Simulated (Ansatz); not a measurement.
# Computed map of one atom of the cell: Se (trigonal-Se type, space group P3_121)

Relaxed Se (trigonal-Se type, space group P3_121):

```yaml
crystal:
  lattice:
    - [9.06910, 0.00000, 0.00000]
    - [-2.26727, 3.92703, 0.00000]
    - [0.00000, 0.00000, 5.04146]
  atoms:
    - { symbol: Se, position: [0.10907, 0.00000, 0.83333] }
    - { symbol: Se, position: [0.60907, 0.00000, 0.83333] }
    - { symbol: Se, position: [0.00000, 0.21814, 0.16667] }
    - { symbol: Se, position: [0.50000, 0.21814, 0.16667] }
    - { symbol: Se, position: [0.39093, 0.78186, 0.50000] }
    - { symbol: Se, position: [0.89093, 0.78186, 0.50000] }
```

In this cell atom 1 (Se, nearest neighbour Se at 2.400 Å; its periodic images, 4.5 Å or more away, move with it) is moved by u·(0.707, 0.707, 0.000) + v·(0.000, 0.000, 1.000); the rest is frozen.

Calculation: PBE (plane waves to 420 eV, PAW, scalar-relativistic; Ansatz, a program for electronic structure). k mesh 7×7×5 (Γ-centred), Fermi-Dirac smearing 0.05 eV. The energy includes the smearing's −TS. Compression counts positive. Points where atoms come too close for the PAW data are left out (x in tables, blank in figures). As the smearing reaches across the gap at some points, energies and forces of such displacements shift with the k mesh and the smearing. Se was relaxed with its symmetry unable to fall. The zero of ΔE is the undisplaced structure. Axes are in Å.

ΔE (meV/cell), with u across and v down:

```csv
v \ u,-0.600,-0.400,-0.200,0.000,0.200,0.400,0.600
-0.600,x,x,2977,1502,1004,1064,1402
-0.400,x,2961,1367,645,497,702,1098
-0.200,2595,1227,459,157,194,459,856
0.000,1133,479,113,0,97,353,715
0.200,769,441,234,158,218,403,691
0.400,1158,980,799,653,587,633,795
0.600,2151,2063,1832,1524,1238,1062,1043
```

P (GPa), with u across and v down:

```csv
v \ u,-0.600,-0.400,-0.200,0.000,0.200,0.400,0.600
-0.600,x,x,8.7,4.0,1.2,-0.3,-0.9
-0.400,x,9.5,4.9,1.8,-0.1,-1.2,-1.6
-0.200,9.2,5.4,2.5,0.5,-0.9,-1.7,-2.0
0.000,5.5,3.2,1.4,0.0,-1.1,-1.7,-2.1
0.200,4.0,2.8,1.6,0.5,-0.5,-1.2,-1.7
0.400,4.5,3.8,2.9,1.8,0.7,-0.2,-0.9
0.600,6.5,6.1,5.3,4.0,2.6,1.3,0.3
```

Read from the data:

Principal force constants in the plane (five-point differences of the forces): 4.8 and 8.3 eV/Å². Softest direction at the centre: 159° from u towards v. Centre of the map: a minimum. Lowest place on the grid: u = 0.000 Å, v = 0.000 Å (0 meV/cell).

The 49 points together took very roughly 90 core-minutes.

(For displaced atoms, the force is minus the slope of the energy, and its curvature is a force constant, which sets phonon frequencies.)
